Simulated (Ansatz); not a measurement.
An Ansatz (a program for electronic structure) run. Input:

Ansatz 0.2 input:
```yaml
crystal:
  lattice:
    - [4.2178597288, 2.4351824498, 3.588606567]
    - [-4.2178597288, 2.4351824498, 3.588606567]
    - [0.0, -4.8703648997, 3.588606567]
  atoms:
    - { symbol: Cs, position: [0.4054449997, 0.4054449997, 0.4054449997] }
    - { symbol: Ge, position: [0.8719221424, 0.8719221424, 0.8719221424] }
    - { symbol: I, position: [0.9085917842, 0.9085917842, 0.4172917215] }
    - { symbol: I, position: [0.9085917842, 0.4172917215, 0.9085917842] }
    - { symbol: I, position: [0.4172917215, 0.9085917842, 0.9085917842] }
kpoints:
  mp_grid: { grid: [5, 5, 5] }
hamiltonian:
  xc: r2scan
  pseudopotentials: { kind: paw }
scf:
  occupations: { method: fixed }
checkpoint: { read: static.run }
output: { write_density: true, elf: true, volumetric_format: npy }
basis: { fft_grid_basis: typed }
```

Output (shortened):

```
Pseudopotential: Cs, paw, valence charge 9
Pseudopotential: Ge, paw, valence charge 14
Pseudopotential: I, paw, valence charge 17
Functional definition: r2SCAN
Crystal: 5 atoms, lattice volume = 221.157 Å³
Basis set: ecut = 500 eV, 5599 PW (Γ), exchange–correlation on 180×180×180 points (64 copies of the dense FFT grid, shifted against one another)
Bands: 45, of which v1, the nominal top of the filled ones, is band 37 counted from 1 (36 counted from 0)
Symmetry: 6 space group operations
Space group: R3m (ITA 160), of the structure as read, at distance tolerance 6.0e-5 Å
k-points: 19 of 125 (time reversal used)
Stability of the state it starts from, as read at its close in the unpolarized treatment …
iter 1 solved again at ethr=4.37e-7 eV; its pass at ethr=3.10e-3 eV (dr2=3.24e-4 eV) is discarded
SCF iter   1: F=—  HF=-32577.593760 eV  |F-HF|=—  |Δ(HF+E_count)|=         —  Δρ=7.67e-7  dr2=1.09e-9  dr2_τ=8.29e-11  ethr=4.37e-7  ⟨swp⟩=3.6  Hψ=5123  notcnv=0  defer=112
preconditioner: auto → Resta (q_TF=auto, 2.273 Å⁻¹)
SCF iter   2: F=—  HF=-32577.593737 eV  |F-HF|=—  |Δ(HF+E_count)|=   2.36e-5  Δρ=4.19e-7  dr2=5.09e-10  dr2_τ=6.71e-11  ethr=1.48e-12  ⟨swp⟩=16.7  Hψ=5355  notcnv=0
SCF iter   3: F=-32577.593737 eV  HF=-32577.593737 eV  |F-HF|=8.37e-11  |Δ(HF+E_count)|=  6.55e-11  Δρ=2.75e-7  dr2=2.00e-10  dr2_τ=1.07e-11  ethr=1.00e-12  ⟨swp⟩=1.1  Hψ=1747  notcnv=0
SCF 1 converged in 3 iterations: F = -32577.593737 eV  dr2 = 2.00e-10
SCF converged after 3 iterations
Free energy (F): -32577.593737 eV
Harris-Foulkes:  -32577.593737 eV  (|F-HF|=8.37e-11)
Internal energy: -32577.593737 eV  (E = F + TS)
E sigma→0 (E₀):  -32577.593737 eV
Fermi energy:    4.193790 eV
--- Per-component energies (eV) ---
  E_band       = -1509.494471
  E_kinetic    = 815.543840
  E_local      = -10242.693850  (includes V_loc(G=0)·N_el)
  E_nonlocal   = 171.754965
  E_hartree    = 4975.207562
  E_xc         = -593.336639
  E_vxc        = -623.512222  (∫ρ·V_xc dr)
  E_paw        = -21637.317195  (= ΣΔE_a)
  E_vpaw       = -1616.434055  (= ΣTr[D̂ρ^β])
  E_aug_tail   = -0.000079  (compensation charges beyond the density's cutoff)
  E_vtau       = 35.431305  (kinetic-family band-sum trace: ∫τ·v_τ [+ j·A + Jᵃ·Aᵃ] dr)
  E_ewald      = -6065.935612
  E_core_change = -0.816728  (= ΣΔE_core)
  E_smearing   =  0.000000  (= −TS)
  E_closure    = 0.000000  (closes the sum)
  Σ components = -32577.593737   (vs F -32577.593737, Δ=0.00e0)
  [band-id]    e_kinetic+e_local+e_nonlocal+2·e_hartree+e_vxc+e_vpaw+e_augmentation_tail+e_vtau = -1509.494974   (vs E_band -1509.494471, Δ=-5.03e-4)
--- Band table (eV; the first three rows and the last of 19) ---
  k-point 0: bands = ["-41.0235", "-41.0229", "-41.0229", "-40.9770", "-40.9765", "-40.9765", "-40.9757", "-40.9757", "-40.9752", "-40.8528", "-40.8528", "-40.8528", "-40.8517", "-40.8517", "-40.8513", "-20.8064", "-20.8064", "-20.7881", "-20.7881", …
  k-point 1: bands = ["-41.0235", "-41.0230", "-41.0229", "-40.9770", "-40.9765", "-40.9765", "-40.9757", "-40.9757", "-40.9752", "-40.8528", "-40.8528", "-40.8528", "-40.8517", "-40.8517", "-40.8513", "-20.8064", "-20.8063", "-20.7881", "-20.7880", …
  k-point 2: bands = ["-41.0234", "-41.0230", "-41.0229", "-40.9769", "-40.9765", "-40.9764", "-40.9759", "-40.9757", "-40.9753", "-40.8528", "-40.8528", "-40.8528", "-40.8517", "-40.8516", "-40.8514", "-20.8064", "-20.8063", "-20.7881", "-20.7880", …
  k-point 18: bands = ["-41.0233", "-41.0230", "-41.0230", "-40.9766", "-40.9765", "-40.9764", "-40.9758", "-40.9758", "-40.9755", "-40.8529", "-40.8527", "-40.8527", "-40.8516", "-40.8516", "-40.8515", "-20.8062", "-20.8062", "-20.7881", "-20.7881", …
```

Cost: around 17 core-seconds (rough) on shared cores.

The first step of the workflow began from a Materials Project structure, measured or hypothetical; the Crystallography Open Database files this formula in space group No. 160, but the cells were not matched. Whether it is the stable phase at ambient conditions was not checked. Symmetry was held in the r²SCAN relaxation; its stability against distortions is not shown here. Spin–orbit coupling is left out wherever it is not named.

Potentials: the later of the program's two PAW sets.

Ansatz is a plane-wave DFT program.
